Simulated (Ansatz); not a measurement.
Cs₂NaMoF₆:
```yaml
crystal:
  lattice:
    - [0.00000, 4.39930, 4.39930]
    - [4.39930, 0.00000, 4.39930]
    - [4.39930, 4.39930, 0.00000]
  atoms:
    - { symbol: Cs, position: [0.25000, 0.25000, 0.25000] }
    - { symbol: Cs, position: [0.75000, 0.75000, 0.75000] }
    - { symbol: Na, position: [0.50000, 0.50000, 0.50000] }
    - { symbol: Mo, position: [0.00000, 0.00000, 0.00000] }
    - { symbol: F, position: [0.23366, 0.23366, 0.76634] }
    - { symbol: F, position: [0.76634, 0.76634, 0.23366] }
    - { symbol: F, position: [0.76634, 0.23366, 0.23366] }
    - { symbol: F, position: [0.23366, 0.76634, 0.76634] }
    - { symbol: F, position: [0.23366, 0.76634, 0.23366] }
    - { symbol: F, position: [0.76634, 0.23366, 0.76634] }
```
The run is spin-polarised; directions of the spins, atom by atom: 0 0 0 ↑ 0 0 0 0 0 0.

Relaxed with PBEsol. Special points in fractions of this cell's reciprocal vectors: Γ (0.000, 0.000, 0.000); X (0.500, 0.000, 0.500); U (0.625, 0.250, 0.625); K (0.375, 0.375, 0.750); L (0.500, 0.500, 0.500); W (0.500, 0.250, 0.750).

Q: List the band energies nearest the valence-band maximum at these points for PBEsol (plane waves, PAW; program Ansatz).

A: In eV from the valence-band maximum; about four levels below and three above (degenerate sets whole), none deeper than 8.9 eV; points with the same levels are listed once.

| k | below | above |
|---|---|---|
| Γ ↑ | -4.72 -4.72 -4.72 -0.16 -0.16 -0.16 | 2.62 3.10 3.10 |
| X ↑ | -4.73 -0.16 0.00 0.00 | 2.58 3.30 4.57 |
| U ↑ | -4.73 -0.12 -0.02 -0.02 | 2.73 3.22 4.99 |
| L ↑ | -4.82 -4.82 -0.08 -0.08 -0.08 | 3.11 3.11 4.60 |
| W ↑ | -4.79 -4.79 -0.08 -0.08 0.00 | 2.75 3.19 5.10 5.10 |
| Γ ↓ | -4.67 -4.67 -4.67 -4.61 -4.61 -4.61 | 1.90 1.90 1.90 |
| X ↓ | -4.84 -4.84 -4.76 -4.76 -4.62 | 1.95 2.08 2.08 |
| U ↓ | -4.82 -4.81 -4.79 -4.62 | 1.98 2.06 2.06 |
| L ↓ | -4.74 -4.74 -4.74 -4.70 -4.70 | 1.98 1.98 2.01 |
| W ↓ | -4.91 -4.88 -4.68 -4.68 | 2.01 2.01 2.08 |

Space group Fm-3m. The first step of the workflow began from a Materials Project structure, measured or hypothetical; the Crystallography Open Database copy checked does not list it. Whether it is the stable phase at ambient conditions was not checked. Symmetry was held in the PBEsol relaxation; its stability against distortions is not shown here. The final state is ferromagnetic, chosen from 3 collinear starts compared on coarse meshes (ties went to the first, and starts can fall back to one state), not a proven ground state. No Hubbard U is applied. Scalar-relativistic: spin–orbit coupling is off unless named, which matters more the heavier the elements.

Potentials: the later of the program's two PAW sets.
